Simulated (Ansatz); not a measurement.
Relaxing LiBi14Se21

Method: DFT LDA, scalar-relativistic, plane waves, PAW in Ansatz. Run with 420 eV cutoff, 3×3×3 k-mesh, Gaussian smearing of 0.10 eV, no spin polarisation.

What was changed: Li interstitial, charge +0, atoms relaxed.

A cell with an odd number of electrons and no spin polarisation is a metal by construction and may be lower with spin. Spin-orbit coupling is left out, which matters for the bands and energies of heavy elements.

In a supercell of 36 atoms the defect feels its periodic images, and the cell reads as a metal on the mesh, so a level in the gap can't be told from a carrier in the bands.

Spin polarisation was left out.

Command:

```bash
ansatz run input.yaml --threads 8 --pin off --max-ram 20480MiB --backend cpu --events-out ev --progress --plain --runs-dir out
```

Input:

```yaml
crystal:
  lattice:
    - [-8.2070747819, 7.1075352519, -1.2e-09]
    - [-10.2588434774, -3.5537676259, 6.0e-10]
    - [-6.1553060864, 1.1845892102, 9.3130287358]
  atoms:
    - { symbol: Bi, position: [0.0273113219, 0.4558827504, 0.2037803201] }
    - { symbol: Bi, position: [0.4558827504, 0.3130256076, 0.2037803201] }
    - { symbol: Bi, position: [0.884454179, 0.1701684647, 0.2037803201] }
    - { symbol: Bi, position: [0.3130256076, 0.0273113219, 0.2037803201] }
    - { symbol: Bi, position: [0.7415970362, 0.884454179, 0.2037803201] }
    - { symbol: Bi, position: [0.1701684647, 0.7415970362, 0.2037803201] }
    - { symbol: Bi, position: [0.5987398933, 0.5987398933, 0.2037803201] }
    - { symbol: Bi, position: [0.8298315353, 0.2584029638, 0.7962196799] }
    - { symbol: Bi, position: [0.2584029638, 0.115545821, 0.7962196799] }
    - { symbol: Bi, position: [0.6869743924, 0.9726886781, 0.7962196799] }
    - { symbol: Bi, position: [0.115545821, 0.8298315353, 0.7962196799] }
    - { symbol: Bi, position: [0.5441172496, 0.6869743924, 0.7962196799] }
    - { symbol: Bi, position: [0.9726886781, 0.5441172496, 0.7962196799] }
    - { symbol: Bi, position: [0.4012601067, 0.4012601067, 0.7962196799] }
    - { symbol: Se, position: [0.4285714286, 0.8571428571, 1.0] }
    - { symbol: Se, position: [0.8571428571, 0.7142857143, 0.0] }
    - { symbol: Se, position: [0.2857142857, 0.5714285714, 0.0] }
    - { symbol: Se, position: [0.7142857143, 0.4285714286, 0.0] }
    - { symbol: Se, position: [0.1428571429, 0.2857142857, 0.0] }
    - { symbol: Se, position: [0.5714285714, 0.1428571429, 0.0] }
    - { symbol: Se, position: [1.0, 1.0, 0.0] }
    - { symbol: Se, position: [0.2191464583, 0.6477178868, 0.6282749109] }
    - { symbol: Se, position: [0.6477178868, 0.504860744, 0.6282749109] }
    - { symbol: Se, position: [0.0762893154, 0.3620036011, 0.6282749109] }
    - { symbol: Se, position: [0.504860744, 0.2191464583, 0.6282749109] }
    - { symbol: Se, position: [0.9334321726, 0.0762893154, 0.6282749109] }
    - { symbol: Se, position: [0.3620036011, 0.9334321726, 0.6282749109] }
    - { symbol: Se, position: [0.7905750297, 0.7905750297, 0.6282749109] }
    - { symbol: Se, position: [0.6379963989, 0.0665678274, 0.3717250891] }
    - { symbol: Se, position: [0.0665678274, 0.9237106846, 0.3717250891] }
    - { symbol: Se, position: [0.495139256, 0.7808535417, 0.3717250891] }
    - { symbol: Se, position: [0.9237106846, 0.6379963989, 0.3717250891] }
    - { symbol: Se, position: [0.3522821132, 0.495139256, 0.3717250891] }
    - { symbol: Se, position: [0.7808535417, 0.3522821132, 0.3717250891] }
    - { symbol: Se, position: [0.2094249703, 0.2094249703, 0.3717250891] }
    - { symbol: Li, position: [0.4914517957, 0.493486433, 0.500281929] }
basis:
  ecutwfc: 420
  xc_grid: 2
kpoints:
  mp_grid: { grid: [3, 3, 3], shift: [0.0, 0.0, 0.0] }
hamiltonian:
  xc: lda
scf:
  occupations: { method: gaussian, width: 0.1 }
output:
  forces: true
  stress: false
  eigenvalues: true
  write_density: true
  write_potential: true
  elf: true
  volumetric_format: npy
relax:
  adjacent_minimum: "off"
  f_tol: 0.02
  max_steps: 60
```

F is the free energy.

Steps:

```csv
step,F − F(1) (eV),largest force component (eV/Å)
1,0.0000,1.114
2,-0.2248,0.279
3,-0.2998,0.075
4,-0.3090,0.039
5,-0.3098,0.020
6,-0.3103,0.002
```

Relaxed structure:

```cif
data_structure
_symmetry_space_group_name_H-M 'P 1'
_symmetry_Int_Tables_number 1
_cell_length_a 10.8569
_cell_length_b 10.8569
_cell_length_c 11.2260
_cell_angle_alpha 61.082
_cell_angle_beta 61.082
_cell_angle_gamma 60.000
_cell_volume 950.68
loop_
_atom_site_label
_atom_site_type_symbol
_atom_site_fract_x
_atom_site_fract_y
_atom_site_fract_z
_atom_site_occupancy
Bi1 Bi 0.02807 0.45759 0.20454 1
Bi2 Bi 0.45753 0.30926 0.20450 1
Bi3 Bi 0.88013 0.16820 0.20561 1
Bi4 Bi 0.30921 0.02811 0.20452 1
Bi5 Bi 0.74542 0.88019 0.20560 1
Bi6 Bi 0.16812 0.74552 0.20558 1
Bi7 Bi 0.60842 0.60846 0.17403 1
Bi8 Bi 0.83138 0.25417 0.79442 1
Bi9 Bi 0.25408 0.11945 0.79444 1
Bi10 Bi 0.69037 0.97150 0.79550 1
Bi11 Bi 0.11940 0.83145 0.79443 1
Bi12 Bi 0.54200 0.69039 0.79549 1
Bi13 Bi 0.97148 0.54206 0.79551 1
Bi14 Bi 0.39111 0.39115 0.82597 1
Se1 Se 0.42497 0.86294 0.99599 1
Se2 Se 0.86289 0.71549 0.99599 1
Se3 Se 0.28408 0.57461 0.00402 1
Se4 Se 0.71544 0.42503 0.99599 1
Se5 Se 0.13663 0.28414 0.00402 1
Se6 Se 0.57455 0.13669 0.00402 1
Se7 Se 0.99973 0.99984 0.00000 1
Se8 Se 0.22051 0.64051 0.63755 1
Se9 Se 0.64042 0.50085 0.63755 1
Se10 Se 0.07454 0.36289 0.62630 1
Se11 Se 0.50081 0.22053 0.63757 1
Se12 Se 0.93563 0.07460 0.62630 1
Se13 Se 0.36284 0.93569 0.62629 1
Se14 Se 0.79024 0.79028 0.62862 1
Se15 Se 0.63670 0.06396 0.37370 1
Se16 Se 0.06391 0.92504 0.37373 1
Se17 Se 0.49874 0.77905 0.36246 1
Se18 Se 0.92498 0.63676 0.37373 1
Se19 Se 0.35908 0.49879 0.36243 1
Se20 Se 0.77901 0.35916 0.36246 1
Se21 Se 0.20930 0.20936 0.37141 1
Li1 Li 0.49973 0.49978 0.50000 1
```

The run converged. The run took 9.8 min on 8 threads of Intel(R) Xeon(R) Processor @ 2.70GHz (shared host), peak memory 11 GiB.